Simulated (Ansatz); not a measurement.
input.yaml (Ansatz)

```yaml
crystal:
  lattice:
    - [3.3313943041, 0.0, 0.0]
    - [-1.665697152, 2.8850720974, 0.0]
    - [0.0, 0.0, 10.8803337972]
  atoms:
    - { symbol: In, position: [0.0, 0.0, 0.0] }
    - { symbol: In, position: [0.0, 0.0, 0.5] }
    - { symbol: In, position: [0.3333333333, 0.6666666667, 0.25] }
    - { symbol: In, position: [0.6666666667, 0.3333333333, 0.75] }
hamiltonian:
  xc: lda
  pseudopotentials:
    kind: paw
    azcp:
      In: "pseudopotentials/In.paw.azcp"
basis:
  ecutwfc: 420
  fft_grid_basis: typed
kpoints:
  mp_grid: { grid: [11, 11, 3], shift: [0, 0, 0] }
magnetization:
  spin_polarized: false
scf:
  occupations: { method: fermi_dirac, width: 0.1 }
relax:
  max_steps: 60
  f_tol: 0.01
  cell: {}
```

Terminal output

```
Warning: the record states the generating functional pbe (its physics header spells it `PBE`), which answers neither for hamiltonian.xc's functional nor for the lda family's — results may be inconsistent (PPs are generated against a specific XC)
Engine: ansatz 0.2.0, aarch64-unknown-linux-gnu
Pseudopotentials: kind: paw
Pseudopotential: In, paw, valence charge 13, recommended cutoff 420 eV (normal) 
Functional definition: SPW92
  exchange = slater_x
  correlation = pw_c
Crystal: 4 atoms, lattice volume = 104.574 Å³
Basis set: ecut = 420 eV, 2077 PW (Γ)
Bands: 32, of which v1, the nominal top of the filled ones, is band 26 counted from 1 (25 counted from 0)
Symmetry: 24 space group operations
Space group: P63/mmc (ITA 194), of the structure as read, at distance tolerance 4.7e-5 Å
k-points: 32 of 363
Non-local potential: In, projectors of the file, l = 0: 2, l = 1: 2, l = 2: 2, l = 3: 2
PAW form: soft (Blöchl's): semilocal exchange-correlation on the pseudo side does not see the compensation charge
PAW frozen core: In, regenerated for the run's functional, and the local potential with it (the file was generated under x = pbe(κ = 0.804, μ = 0.2195149727645171), c = pbe(β = 0.06672455060314922))
PAW one-centre angular grid: In, 590 points (default); XC on 64 Gauss nodes
Initial density: superposition of atomic densities (neutral atoms: chi_scale 0, normalization atom), corrected by the library's trained network
Initial wavefunctions: pseudopotential atomic-orbital guess
Functional: x = slater, c = lda
SCF iter   1: F=—  HF=-21828.648899 eV  |F-HF|=—  |Δ(HF+E_count)|=         —  Δρ=7.23e-3  dr2=3.18e-2  ethr=1.77e-3  ⟨swp⟩=6.4  Hψ=4546  notcnv=0  defer=1
SCF iter   2: F=—  HF=-21828.634909 eV  |F-HF|=—  |Δ(HF+E_count)|=   1.40e-2  Δρ=2.87e-3  dr2=4.97e-3  ethr=6.12e-5  ⟨swp⟩=2.4  Hψ=2036  notcnv=0  defer=1
SCF iter   3: F=—  HF=-21828.633127 eV  |F-HF|=—  |Δ(HF+E_count)|=   1.78e-3  Δρ=3.59e-4  dr2=1.11e-4  ethr=9.56e-6  ⟨swp⟩=2.0  Hψ=1650  notcnv=0  defer=1
SCF iter   4: F=—  HF=-21828.633128 eV  |F-HF|=—  |Δ(HF+E_count)|=   8.79e-7  Δρ=9.87e-5  dr2=9.51e-6  ethr=2.13e-7  ⟨swp⟩=2.0  Hψ=1204  notcnv=0  defer=1
SCF iter   5: F=—  HF=-21828.633131 eV  |F-HF|=—  |Δ(HF+E_count)|=   2.33e-6  Δρ=4.20e-5  dr2=1.60e-6  ethr=1.83e-8  ⟨swp⟩=2.0  Hψ=1838  notcnv=0  defer=1
SCF iter   6: F=-21828.633130 eV  HF=-21828.633130 eV  |F-HF|=5.85e-9  |Δ(HF+E_count)|=   7.01e-7  Δρ=3.92e-6  dr2=2.08e-8  ethr=1.92e-10  ⟨swp⟩=3.2  Hψ=4029  notcnv=0
SCF 1 converged in 6 iterations: F = -21828.633130 eV  dr2 = 2.08e-8
relax step   1: F+E_penalty+E_count = -21828.63312998 eV  Δ(F+E_penalty+E_count) = +0.000e0 eV  max|allowed force component| = 7.401e-17 eV/Å  Δτ_max = 0.0000 Å  P = -2.541 GPa  Ω = 104.574 Å³  (6 SCF iters, dr2 threshold 1.00e-7 eV, accepted)
Crystal: 4 atoms, lattice volume = 97.981 Å³
...
iter 1 solved again at ethr=1.61e-7 eV; its pass at ethr=3.10e-3 eV (dr2=8.39e-5 eV) is discarded
SCF iter   1: F=—  HF=-21828.685029 eV  |F-HF|=—  |Δ(HF+E_count)|=         —  Δρ=7.69e-5  dr2=1.03e-6  ethr=1.61e-7  ⟨swp⟩=3.0  Hψ=6700  notcnv=0
SCF iter   2: F=—  HF=-21828.685031 eV  |F-HF|=—  |Δ(HF+E_count)|=   1.78e-6  Δρ=3.83e-5  dr2=2.47e-7  ethr=1.98e-9  ⟨swp⟩=2.0  Hψ=1806  notcnv=0
SCF iter   3: F=—  HF=-21828.685031 eV  |F-HF|=—  |Δ(HF+E_count)|=   3.92e-8  Δρ=7.51e-6  dr2=2.31e-8  ethr=4.75e-10  ⟨swp⟩=2.0  Hψ=1822  notcnv=0
SCF iter   4: F=—  HF=-21828.685031 eV  |F-HF|=—  |Δ(HF+E_count)|=   8.36e-9  Δρ=7.31e-7  dr2=3.27e-10  ethr=4.44e-11  ⟨swp⟩=2.4  Hψ=1860  notcnv=0
SCF iter   5: F=-21828.685031 eV  HF=-21828.685031 eV  |F-HF|=1.09e-11  |Δ(HF+E_count)|=  3.27e-11  Δρ=1.43e-7  dr2=2.28e-11  ethr=1.00e-12  ⟨swp⟩=4.2  Hψ=3097  notcnv=0
SCF 5 converged in 5 iterations: F = -21828.685031 eV  dr2 = 2.28e-11
relax step   5: F+E_penalty+E_count = -21828.68503071 eV  Δ(F+E_penalty+E_count) = +8.765e-4 eV  max|allowed force component| = 3.701e-17 eV/Å  Δτ_max = 0.0000 Å  P = -0.009 GPa  Ω = 98.496 Å³  stress off target by 3.47e-2 GPa  SCF on the basis re-selected at this cell (its energy is not comparable with the rows above)  (5 SCF iters)
basis re-selected at this cell: Δ(F+E_penalty+E_count) = +8.765e-4 eV, ΔP = -0.001 GPa vs the last step (what re-selecting the basis moved, of the pressure what is left beyond the Pulay correction that the steps carried, after the strain that the cell walked since its last selection, with what the two solves' SCF thresholds leave and, on support functions, any second-order correction that the steps lacked; it is no measure of the basis error at this ecutwfc). The dense FFT grid was sized anew with the basis: this SCF ran on 24×24×72 points, the steps before it on 24×24×75, so part of this shift can come from that change (see relax.cell in the input reference). This SCF's stress stands 3.47e-2 GPa from its target on what of the cell is left free (relax.cell.stress_tol is 5.00e-2 GPa) and its largest allowed force component is 3.70e-17 eV/Å (relax.f_tol is 1.00e-2 eV/Å): within both
SCF converged after 5 iterations
Free energy (F): -21828.685031 eV
Harris-Foulkes:  -21828.685031 eV  (|F-HF|=1.09e-11)
Internal energy: -21828.631063 eV  (E = F + TS)
E sigma→0 (E₀):  -21828.658047 eV
Entropy (-TS):   -0.053968 eV (-13.492 meV/atom)
Fermi energy:    10.752765 eV
--- Per-component energies (eV) ---
  E_band       = -67.390127
  E_kinetic    = 971.105601
  E_local      = -4163.307494  (includes V_loc(G=0)·N_el)
  E_nonlocal   = 1476.839292
  E_hartree    = 1626.453417
  E_xc         = -858.064320
  E_vxc        = -408.684978  (∫ρ·V_xc dr)
  E_paw        = -16050.989933  (= ΣΔE_a)
  E_vpaw       = -1196.249735  (= ΣTr[D̂ρ^β])
  E_aug_tail   = 0.000102  (compensation charges beyond the density's cutoff)
  E_ewald      = -4831.805874
  E_core_change = 1.138146  (= ΣΔE_core)
  E_smearing   = -0.053968  (= −TS)
  E_closure    = -0.000000  (closes the sum)
  Σ components = -21828.685031   (vs F -21828.685031, Δ=0.00e0)
--- Forces (eV/Å), atoms counted from 1 ---
  atom   1  In    -0.00000000     0.00000000    -0.00000000
  atom   2  In    -0.00000000     0.00000000     0.00000000
  atom   3  In    -0.00000000     0.00000000     0.00000000
  atom   4  In     0.00000000    -0.00000000     0.00000000
  max |Σ_I F_I| component: 1.85e-17 eV/Å
--- Stress (GPa, compression-positive) ---
        0.003422       0.000000       0.000000
       -0.000000       0.003422       0.000000
        0.000000       0.000000      -0.034684
  P = ⅓ Tr σ = -0.0093 GPa (-0.093 kbar)
--- Relaxed structure (4 steps of the walk, 4 accepted, 1 SCFs on fresh bases) ---
  F+E_penalty+E_count = -21828.68503071 eV   max|allowed force component| = 3.701e-17 eV/Å   (the final SCF, on the basis selected at the relaxed cell)
  cell:  # Å, volume = 98.4964 Å³
    - [3.2726878274119238, -2.835882929785489e-11, 0.0]
    - [-1.6363439136814026, 2.834230797209008, 0.0]
    - [0.0, 0.0, 10.618929805203457]
  atoms:
    - { symbol: In, position: [3.322968492152562e-34, 1.780133394155001e-34, -1.8438561378692722e-37] }
    - { symbol: In, position: [4.8944208151842e-34, 2.2251667427011636e-34, 0.5] }
    - { symbol: In, position: [0.33333333333333337, 0.6666666666666669, 0.25] }
    - { symbol: In, position: [0.6666666666666669, 0.3333333333333333, 0.75] }
```
